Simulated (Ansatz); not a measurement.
BN (wurtzite)

```yaml
crystal:
  lattice:
    - [5.10906, 0.00000, 0.00000]
    - [-1.27726, 2.21229, 0.00000]
    - [2.55453, 0.00000, 4.22457]
  atoms:
    - { symbol: B, position: [0.83338, 0.33333, 0.99991] }
    - { symbol: B, position: [0.33338, 0.33333, 0.99991] }
    - { symbol: B, position: [0.91671, 0.66667, 0.49991] }
    - { symbol: B, position: [0.41671, 0.66667, 0.49991] }
    - { symbol: N, position: [0.02069, 0.33333, 0.62529] }
    - { symbol: N, position: [0.52069, 0.33333, 0.62529] }
    - { symbol: N, position: [0.10402, 0.66667, 0.12529] }
    - { symbol: N, position: [0.60402, 0.66667, 0.12529] }
```

A phonon eigenvector at L = (0.5, 0.0, 0.5) is frozen into this cell: atom i moves by Q times the vector below, so Q is the largest atomic displacement, in Å. The cell is held. It is one choice among 2 degenerate patterns. (q is in reciprocal vectors of the primitive cell; the cell shown is doubled to hold the pattern.)

| atom | x | y | z |
|---|---|---|---|
| B1 | 0.113 | 0.065 | 0.080 |
| B2 | -0.113 | -0.065 | -0.080 |
| B3 | 0.003 | 0.002 | 0.498 |
| B4 | -0.003 | -0.002 | -0.498 |
| N5 | -0.469 | -0.271 | -0.653 |
| N6 | 0.469 | 0.271 | 0.653 |
| N7 | 0.864 | 0.499 | -0.066 |
| N8 | -0.864 | -0.499 | 0.066 |

Level of theory: PBE (plane waves to 420 eV, PAW, scalar-relativistic; Ansatz, a first-principles code). k mesh 15×15×15 (Γ-centred), Fermi-Dirac smearing 0.05 eV. The energy includes the smearing's −TS. BN was relaxed with its symmetry unable to fall. ΔE is measured from the undisplaced structure.

```json
[
 {"Q (Å)": "-0.1000", "ΔE (meV/cell)": "979"},
 {"Q (Å)": "-0.0833", "ΔE (meV/cell)": "681"},
 {"Q (Å)": "-0.0667", "ΔE (meV/cell)": "436"},
 {"Q (Å)": "-0.0500", "ΔE (meV/cell)": "246"},
 {"Q (Å)": "-0.0333", "ΔE (meV/cell)": "withheld"},
 {"Q (Å)": "-0.0167", "ΔE (meV/cell)": "27"},
 {"Q (Å)": "0.0000", "ΔE (meV/cell)": "0"},
 {"Q (Å)": "0.0167", "ΔE (meV/cell)": "27"},
 {"Q (Å)": "0.0333", "ΔE (meV/cell)": "withheld"},
 {"Q (Å)": "0.0500", "ΔE (meV/cell)": "246"},
 {"Q (Å)": "0.0667", "ΔE (meV/cell)": "436"},
 {"Q (Å)": "0.0833", "ΔE (meV/cell)": "681"},
 {"Q (Å)": "0.1000", "ΔE (meV/cell)": "979"}
]
```

Problem. Fit an even polynomial form (powers 2, 4) to the given rows and predict ΔE at Q = -0.0333.

Solution. Least squares on the 11 given rows: ΔE = (98370)·Q² + (-45440)·Q⁴, in meV/cell with Q in Å; root-mean-square residual 0.5 meV/cell. At -0.0333 the fit gives 109 meV/cell; the calculation gives 109 meV/cell, the same to the digits shown. The quadratic term alone would give 109 meV/cell.

(A displaced cell: forces are minus the slopes of the energy, force constants its curvatures, and phonons follow from these.)
